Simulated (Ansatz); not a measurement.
Relax this structure to zero stress and force, keeping its symmetry:

```cif
data_structure
_symmetry_space_group_name_H-M 'Pnnm'
_symmetry_Int_Tables_number 58
_cell_length_a 5.0226
_cell_length_b 6.1957
_cell_length_c 3.7468
_cell_angle_alpha 90.000
_cell_angle_beta 90.000
_cell_angle_gamma 90.000
_cell_volume 116.59
loop_
_atom_site_label
_atom_site_type_symbol
_atom_site_symmetry_multiplicity
_atom_site_Wyckoff_symbol
_atom_site_fract_x
_atom_site_fract_y
_atom_site_fract_z
_atom_site_occupancy
Cu1 Cu 2 a 0.00000 0.00000 0.00000 1
Se1 Se 4 g 0.18350 0.38490 0.00000 1
```

Computed with DFT r2SCAN, scalar-relativistic, plane waves, PAW (Ansatz).

Settings: cutoff 500 eV, Γ-centred mesh 8×6×10 on the computed 6-atom cell, Gaussian smearing of 0.10 eV; no spin polarisation.

Problem. What does it relax to?

Solution. The volume rises by 0.13 Å³/atom to 19.56 Å³/atom, and the energy falls by 0.6 meV/atom. Final structure:
```
Cu Se
1.0
     5.03787    0.00000    0.00000
     0.00000    6.17785    0.00000
     0.00000    0.00000    3.77041
Cu Se
2 4
Direct
  0.00000 0.00000 0.00000
  0.50000 0.50000 0.50000
  0.18513 0.38571 0.00000
  0.81487 0.61429 0.00000
  0.68513 0.11429 0.50000
  0.31487 0.88571 0.50000
```

Course of the relaxation (steps run on the plane waves of an earlier cell, and the basis is chosen afresh near the end, so energy and pressure can step there; trial steps that raised the energy were taken back; energies are free energies):

| step | E − E_final (meV/atom) | largest force component (eV/Å) | P (GPa) | V (Å³/atom) |
| --- | --- | --- | --- | --- |
| 1 | 0.6 | 0.093 | 0.54 | 19.43 |
| 2 | 0.1 | 0.021 | -0.02 | 19.57 |
| 3 | 0.0 | 0.005 | 0.00 | 19.56 |
| 4 | 0.0 | 0.003 | 0.00 | 19.56 |
| 5 | 0.0 | 0.003 | 0.00 | 19.56 |

Cost: 1 run of about 10 core-minutes, on Arm Neoverse V1 (shared hosts).